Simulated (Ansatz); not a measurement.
Input file for Ansatz (a first-principles code):

Ansatz 0.2 input:
```yaml
crystal:
  lattice:
    - [5.2583494532, 0.0, 0.0]
    - [0.0, 5.2583494532, 0.0]
    - [0.0, 0.0, 5.2583494532]
  atoms:
    - { symbol: Nb, position: [0.25, 0.0, 0.5] }
    - { symbol: Nb, position: [0.75, 0.0, 0.5] }
    - { symbol: Nb, position: [0.5, 0.75, 0.0] }
    - { symbol: Nb, position: [0.5, 0.25, 0.0] }
    - { symbol: Nb, position: [0.0, 0.5, 0.75] }
    - { symbol: Nb, position: [0.0, 0.5, 0.25] }
    - { symbol: Sn, position: [0.0, 0.0, 0.0] }
    - { symbol: Sn, position: [0.5, 0.5, 0.5] }
kpoints:
  mp_grid: { grid: [8, 8, 8] }
hamiltonian:
  xc: pbesol
  pseudopotentials: { azcp: { folder: ./paw }, kind: paw }
scf:
  occupations: { method: fermi_dirac, width: 0.1 }
phonons:
  method: dfpt
  response_accuracy: low
  eigenvectors: true
  rigid_motions: translations
```

Output (shortened):

```
Pseudopotential: Nb, paw, valence charge 13
Pseudopotential: Sn, paw, valence charge 14
Functional definition: PBEsol
Crystal: 8 atoms, lattice volume = 145.395 Å³
Basis set: ecut = 420 eV, 2897 PW (Γ), exchange–correlation on 72×72×72 points (8 copies of the dense FFT grid, shifted against one another)
Bands: 64, of which v1, the nominal top of the filled ones, is band 53 counted from 1 (52 counted from 0)
Symmetry: 48 space group operations
k-points: 125 of 512 (irreducible under 4 space group operations, time reversal used)
SCF iter   1: F=—  HF=-38877.461330 eV  |F-HF|=—  |Δ(HF+E_count)|=         —  Δρ=6.90e-2  dr2=7.43e0  ethr=3.10e-3  ⟨swp⟩=6.0  Hψ=30597  notcnv=0  defer=10
preconditioner: auto → Kerker (q_TF=auto, 2.588 Å⁻¹)
SCF iter   2: F=—  HF=-38875.416253 eV  |F-HF|=—  |Δ(HF+E_count)|=    2.05e0  Δρ=4.06e-2  dr2=2.45e0  ethr=3.10e-3  ⟨swp⟩=2.2  Hψ=14670  notcnv=0  defer=57
SCF iter   3: F=—  HF=-38874.526842 eV  |F-HF|=—  |Δ(HF+E_count)|=   8.89e-1  Δρ=5.99e-3  dr2=6.39e-2  ethr=2.32e-3  ⟨swp⟩=3.1  Hψ=15690  notcnv=0  defer=57
SCF iter   4: F=—  HF=-38874.510622 eV  |F-HF|=—  |Δ(HF+E_count)|=   1.62e-2  Δρ=1.34e-3  dr2=3.88e-3  ethr=6.03e-5  ⟨swp⟩=2.0  Hψ=11351  notcnv=0  defer=57
SCF iter   5: F=—  HF=-38874.509034 eV  |F-HF|=—  |Δ(HF+E_count)|=   1.59e-3  Δρ=3.40e-4  dr2=3.33e-4  ethr=3.66e-6  ⟨swp⟩=2.1  Hψ=12275  notcnv=0  defer=53
SCF iter   6: F=—  HF=-38874.508922 eV  |F-HF|=—  |Δ(HF+E_count)|=   1.12e-4  Δρ=4.98e-5  dr2=3.72e-6  ethr=3.14e-7  ⟨swp⟩=2.0  Hψ=11667  notcnv=0  defer=53
SCF iter   7: F=—  HF=-38874.508923 eV  |F-HF|=—  |Δ(HF+E_count)|=   1.15e-6  Δρ=7.00e-6  dr2=3.33e-8  ethr=3.51e-9  ⟨swp⟩=2.3  Hψ=11452  notcnv=0  defer=44
SCF iter   8: F=—  HF=-38874.508923 eV  |F-HF|=—  |Δ(HF+E_count)|=   5.06e-9  Δρ=9.55e-7  dr2=9.56e-10  ethr=3.15e-11  ⟨swp⟩=2.0  Hψ=12959  notcnv=0  defer=44
SCF iter  10: F=-38874.508923 eV  HF=-38874.508923 eV  |F-HF|=1.46e-11  |Δ(HF+E_count)|=  7.28e-12  Δρ=2.51e-8  dr2=7.42e-13  ethr=1.00e-12  ⟨swp⟩=8.2  Hψ=35210  notcnv=0
SCF 1 converged in 10 iterations: F = -38874.508923 eV  dr2 = 7.42e-13
DFPT response loops at Γ: preconditioner auto → Kerker (q_TF=auto, 2.588 Å⁻¹) (partly filled bands, converged f_vac=0.000) …
SCF converged after 10 iterations
Free energy (F): -38874.508923 eV
Harris-Foulkes:  -38874.508923 eV  (|F-HF|=1.46e-11)
Internal energy: -38874.179911 eV  (E = F + TS)
E sigma→0 (E₀):  -38874.344417 eV
Entropy (-TS):   -0.329012 eV (-41.126 meV/atom)
Fermi energy:    17.471609 eV
--- Per-component energies (eV) ---
  E_band       = -410.427448
  E_kinetic    = 2584.631490
  E_local      = -5364.554559  (includes V_loc(G=0)·N_el)
  E_nonlocal   = 876.284617
  E_hartree    = 2113.009760
  E_xc         = -1241.496258
  E_vxc        = -1367.426473  (∫ρ·V_xc dr)
  E_paw        = -26754.298885  (= ΣΔE_a)
  E_vpaw       = -1365.382911  (= ΣTr[D̂ρ^β])
  E_aug_tail   = 0.000847  (compensation charges beyond the density's cutoff)
  E_ewald      = -11089.458861
  E_core_change = 1.701936  (= ΣΔE_core)
  E_smearing   = -0.329012  (= −TS)
  E_closure    = 0.000000  (closes the sum)
  Σ components = -38874.508923   (vs F -38874.508923, Δ=0.00e0)
  [band-id]    e_kinetic+e_local+e_nonlocal+2·e_hartree+e_vxc+e_vpaw+e_augmentation_tail = -410.427468   (vs E_band -410.427448, Δ=-2.03e-5)
--- Band table (eV; the first three rows and the last of 125) ---
  k-point 0: bands = ["-36.9770", "-36.8984", "-36.8984", "-36.6625", "-36.6625", "-36.6625", "-13.9769", "-13.9769", "-13.8192", "-13.2290", "-13.2290", "-13.2290", "-12.8504", "-12.8504", "-12.8504", "-12.8261", "-12.8261", "-12.8261", "-12.7282", …
  k-point 1: bands = ["-36.9720", "-36.9006", "-36.8917", "-36.6725", "-36.6625", "-36.6625", "-13.9743", "-13.9434", "-13.7957", "-13.2272", "-13.2272", "-13.2116", "-12.8755", "-12.8755", "-12.8458", "-12.8410", "-12.7971", "-12.7971", "-12.7334", …
  k-point 2: bands = ["-36.9595", "-36.9071", "-36.8709", "-36.7009", "-36.6625", "-36.6625", "-13.9669", "-13.9159", "-13.6569", "-13.2233", "-13.2233", "-13.1640", "-12.8992", "-12.8992", "-12.8835", "-12.8327", "-12.7657", "-12.7657", "-12.7463", …
  k-point 124: bands = ["-36.7955", "-36.7955", "-36.7955", "-36.7955", "-36.7955", "-36.7955", "-13.1626", "-13.1626", "-13.1191", "-13.1191", "-13.1191", "-13.1191", "-13.1191", "-13.1191", "-12.8393", "-12.8393", "-12.8393", "-12.8393", "-12.8393", …
--- Phonons (Γ-DFPT): 3 representative perturbations + reference, on 125 of 512 k-points (Σ response iterations 9) ---
  ASR residual: 7.111e-4 → 0.000e0 eV/Å²; symmetrization residual: 4.293e-4 eV/Å²
  ASR residual per site (eV/Å²): 6.86e-4 6.86e-4 6.86e-4 6.86e-4 6.86e-4 6.86e-4 7.11e-4 7.11e-4
  Γ frequencies (cm⁻¹): 0.00 0.00 0.00 95.72 95.72 95.72 110.37 110.37 110.37 129.78 129.78 129.78 141.16 141.16 141.16 167.76 171.80 171.80 198.29 198.29 198.29 208.93 208.93 208.93
  non-analytic LO–TO correction: not included (Born effective charges unavailable; polar crystals: no LO–TO splitting at Γ)
```

Cost: roughly 8 core-minutes on shared cores.

Space group Pm-3n (A15 (Cr3Si type)). The cell was relaxed with PBEsol under the symmetry of its start. The run is not spin-polarised. As this level gives no gap, phonon frequencies hold no LO–TO term and depend on the k-mesh and smearing (Fermi–Dirac, 0.1 eV here). Spin–orbit coupling is left out wherever it is not named.

Potentials: the earlier of the program's two PAW sets. The files were generated under PBE; for other functionals the program regenerates the frozen cores, and for LDA and PBEsol the local potential too.

Ansatz is a plane-wave DFT program.
